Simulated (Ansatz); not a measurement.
SrO (rock salt, Fm-3m), a = b = c = 5.1225 Å, α = β = γ = 90.00°; the cell used has 2 atoms.

This is the PBEsol-relaxed structure.

Question: All from plane-wave PAW PBEsol (Ansatz code), unless another level is named. Estimate the hole effective mass with spin–orbit coupling, band 2 of 2 at the edge.

Answer: 0.45 along [100], 0.53 along [110], 0.60 along [111] (mₑ).

Question: And the hole effective mass, band 1 of 3 at the edge?

Answer: 4.1 along [100], 4.1 along [110], 1.2 along [111] (mₑ).

Question: Next, the conduction-band minimum?

Answer: at X (3 equivalent valleys).

The PBEsol relaxation kept the symmetry of its start. Scalar-relativistic: spin–orbit coupling is off unless named, which matters more the heavier the elements.

Potentials: the later of the program's two PAW sets.

Edges and masses are those of Kohn–Sham bands, whose gap is no quasiparticle gap.
